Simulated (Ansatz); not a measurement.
# Equation of state of In2Bi

A database entry relaxed whole under r2SCAN (P6_3/mmc):

```
In Bi
1.0
     5.54744    0.00000    0.00000
    -2.77372    4.80423    0.00000
     0.00000    0.00000    6.52851
In Bi
4 2
Cartesian
  0.0000 0.0000 0.0000
  0.0000 0.0000 3.2643
  0.0000 3.2028 4.8964
  2.7737 1.6014 1.6321
  0.0000 3.2028 1.6321
  2.7737 1.6014 4.8964
```

The cell was scaled uniformly, its shape held, and the atoms relaxed at each volume with plane-wave PAW DFT (Ansatz 0.2.0; r2SCAN, 500 eV, 7×7×5 Γ-centred mesh, fermi-dirac occupations of width 0.100 eV; no spin, no spin-orbit coupling). One row is withheld.

| volume (Å³/atom) | energy over the lowest (meV/atom) | pressure (GPa) |
| --- | --- | --- |
| 27.259 | 14.8 | 2.93 |
| 27.839 | 6.3 | 1.84 |
| 28.419 | 1.5 | 0.87 |
| 28.999 | 0.0 | 0.01 |
| 29.579 | 1.4 | -0.76 |
| 30.159 | ? | ? |
| 30.739 | 11.8 | -2.05 |

Task: Fit the pressures of the other rows to the third-order Birch-Murnaghan form.

Result: With f = [(V₀/V)^(2/3) − 1]/2 and P = 3B₀f(1 + 2f)^(5/2)[1 + 3(B₀′ − 4)f/2], least squares gives V₀ = 29.00 Å³ an atom, B₀ = 40.7 GPa and B₀′ = 4.9; the rows miss the fit by less than 0.01 GPa. The slope of the energies differs from these pressures by less than 0.05 GPa.

Task: What does the withheld row hold?

Result: The fit gives -1.45 GPa at 30.159 Å³; the run gave -1.44 GPa and 5.4 meV an atom.

Caveats: the shape of the cell was held, so B₀ is an upper bound where the axes differ in stiffness; 0 K, fixed nuclei; the symmetry was kept, and this need not be the phase that is stable at 0 K; one mesh for all volumes; pressure is positive in compression.
